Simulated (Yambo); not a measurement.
A G0W0@LDA run in Yambo for Sr2NO6H3 (space group P-62m, No. 189) (3×3×4 Γ-centred k mesh, 158 bands and a 6 Ry block in the screening, 158 bands in G with the Bruneval-Gonze terminator, plasmon pole fitted at 27.2 eV) gives these matrix elements, in eV, at the band edges (K → A):

```
state               E0    <Vxc>     <Σx>  <Σc(E0)>      Z
---------------  -----  -------  -------  --------  -----
valence edge     0.000  -19.024  -24.991     4.208  0.804
conduction edge  2.804  -17.612  -12.739    -2.199  0.822
```

Question: Solve the linearised quasiparticle equation for both states, give the gap, and say how exchange and correlation each act on it.

Answer: E = E0 + Z(Σx + Σc − Vxc). Valence: 0.000 + 0.804 × (-24.991 + (4.208) − (-19.024)) = -1.41 eV. Conduction: 2.804 + 0.822 × (-12.739 + (-2.199) − (-17.612)) = 5.00 eV. The gap is 6.42 eV, against 2.80 eV in LDA. Replacing Vxc by bare exchange alone would open it by 10.84 eV; correlation takes back 6.41 eV of that, and Z scales what is left. Nearest settings tried, and what they do to the gap: 107 bands in W, 107 bands in G: +50 meV; 2 Ry block (57 vectors against 245): +151 meV. Not varied: mesh. So the settings aren't converged at that level. 

Geometry of the Materials Project entry, not relaxed at this level; primitive cell a = b = 6.7043 Å, c = 3.5915 Å, α = β = 90.00°, γ = 120.00°.
